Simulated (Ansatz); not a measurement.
**Relaxation path: hcp Sb (0001), 3 layers**

DFT, LDA, PAW with Ansatz's default frozen-core files, scalar-relativistic (Ansatz 0.2.0); a Γ-centred 14×14×1 k mesh, Fermi–Dirac smearing of 0.08 eV, no spin polarisation. The run relaxes the atoms in the fixed cell.

Command: `ansatz run input.yaml --threads 1 --pin off --max-ram 3584MiB --backend cpu --events-out ev --progress --plain --runs-dir out` It took 28 s on 1 thread of AMD EPYC 7R43 64-Core Processor (Zen 3), with other jobs on the host, peak memory 0.47 GiB.

```yaml
crystal:
  lattice:
    - [3.2985250201, 0.0, 0.0]
    - [-1.64926251, 2.8566064624, 0.0]
    - [0.0, 0.0, 21.4548]
  atoms:
    - { symbol: Sb, position: [0.0, 0.0, 0.3728769146] }
    - { symbol: Sb, position: [0.333333334, 0.666666666, 0.5] }
    - { symbol: Sb, position: [0.0, 0.0, 0.6271230854] }
kpoints:
  mp_grid: { grid: [14, 14, 1] }
scf:
  occupations: { method: fermi_dirac, width: 0.08 }
hamiltonian:
  xc: lda
  pseudopotentials: { kind: paw }
output:
  forces: true
  stress: true
  eigenvalues: true
relax:
  f_tol: 0.01
  max_steps: 40
efield:
  axis: 3
  amplitude: 0
  dipole_correction: true
```

Each step lists its free energy a cell above the last geometry, and Cartesian positions (Å) with forces (eV/Å).

The first step:

```
step 1  dF = 18.34 meV
  Sb 0.0000 0.0000 8.0000   0.0000 0.0000 0.1842
  Sb 0.0000 1.9044 10.7274   0.0000 0.0000 0.0000
  Sb 0.0000 0.0000 13.4548   0.0000 0.0000 -0.1842
```

Spin–orbit coupling is left out, which matters for the heavy atoms. The PAW files were made under PBE. The cell is 1×1, so reconstructions are forbidden, and in slabs of four or five layers the relaxations can be far larger than at a real surface.

Question: Where does the relaxation end, and by which steps?

Answer: After 3 geometries, with a shortest distance of 3.248 Å. The further steps:
```
step 2  dF = 0.06 meV
  Sb 0.0000 0.0000 8.1025   0.0000 0.0000 -0.0110
  Sb 0.0000 1.9044 10.7274   0.0000 0.0000 0.0000
  Sb 0.0000 0.0000 13.3523   0.0000 0.0000 0.0110
step 3  dF = 0.00 meV
  Sb 0.0000 0.0000 8.0968   0.0000 0.0000 0.0002
  Sb 0.0000 1.9044 10.7274   0.0000 0.0000 0.0000
  Sb 0.0000 0.0000 13.3580   0.0000 0.0000 -0.0002
```
